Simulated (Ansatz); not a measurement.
# Zone-centre modes in Ta4C3

Computed with DFT PBEsol, scalar-relativistic, plane waves, PAW in Ansatz 0.2.0. Cutoff 420 eV, Γ-centred 10×10×10 k-points, Gaussian smearing of 0.15 eV. Spin–orbit coupling is left out, which can shift energies with elements as heavy as these. No spin polarisation.

The starting cell (relaxed at this level; it needn't be the usual structure):

```yaml
crystal:
  lattice:
    - [4.40260, 0.00000, 0.00000]
    - [0.00000, 4.40260, 0.00000]
    - [0.00000, 0.00000, 4.40260]
  atoms:
    - { symbol: Ta, position: [0.00000, 0.50000, 0.50000] }
    - { symbol: Ta, position: [0.50000, 0.00000, 0.50000] }
    - { symbol: Ta, position: [0.50000, 0.50000, 0.00000] }
    - { symbol: Ta, position: [0.00000, 0.00000, 0.00000] }
    - { symbol: C, position: [0.50000, 0.00000, 0.00000] }
    - { symbol: C, position: [0.00000, 0.50000, 0.00000] }
    - { symbol: C, position: [0.00000, 0.00000, 0.50000] }
```

Harmonic modes by finite displacements of 0.02 Å, without the LO–TO term.

Question: At this geometry, is the structure stable against these modes?

Answer: Yes: no mode is imaginary beyond 10 cm⁻¹, and only the three translations lie near zero.

Question: List the wavenumbers in cm⁻¹.

Answer: 0, 0, 0, 111, 111, 111, 170, 170, 170, 173, 173, 173, 569, 569, 569, 607, 607, 607, 633, 633, 633.

Cost: 1 run of about 1.7 core-minutes, on Oxide Virtual Turin-like Processor (Zen 5) (shared hosts).